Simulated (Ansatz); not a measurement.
Computed with DFT PBE, scalar-relativistic, plane waves, PAW (Ansatz). All cells share a 420 eV cutoff and Γ-centred k meshes spaced at most about 0.3 Å⁻¹ (2π included). No spin polarisation in the final relaxations.

Temperature and zero-point effects are left out.

Two relaxed structures of Al₂GaP₃:

A. Space group I-4m2 (No. 119), tetragonal, a = 3.895 Å, c = 16.514 Å. Around Al lie 4 P at 2.38 Å; Ga is surrounded by 4 P at 2.39 Å; P on a site of symmetry 2mm has 2 Al at 2.38 Å and 2 Ga at 2.39 Å; around P on a site of symmetry -4m2 lie 4 Al at 2.38 Å.

B. Space group P3m1 (No. 156), trigonal, a = 3.894 Å, c = 9.539 Å. Al on its first site has 4 P at 2.38–2.39 Å; Al on its second site is surrounded by 4 P at 2.38 Å; Ga is surrounded by 4 P at 2.39 Å; P on its first site has 4 Al at 2.38–2.39 Å; P on its second site has 1 Al at 2.38 Å and 3 Ga at 2.39 Å; 1 more site not described.

Problem. Which arrangement of the elements on these sites is preferred, and by what margin?

Solution. They are level within the accuracy (under 1 meV/atom apart). The two share one framework of sites and differ in which element sits where. A has Al and Ga ordered on zinc blende sites, space group I-4m2 (No. 119), 20.9 Å³/atom and a gap of 1.64 eV on its mesh; B has Al and Ga ordered on zinc blende sites, space group P3m1 (No. 156), 20.9 Å³/atom and a gap of 1.61 eV. Counting P atoms around Al and Ga (those within 1.25 times the shortest such distance or 1.15 times the sum of covalent radii), A and B both have Al 4, Ga 4. Both come from invented guesses.

Kohn–Sham gaps at this level usually fall short of measured ones. With atoms moved at random, I-4m2 came back. Other cells relaxed within their symmetry can be saddle points.
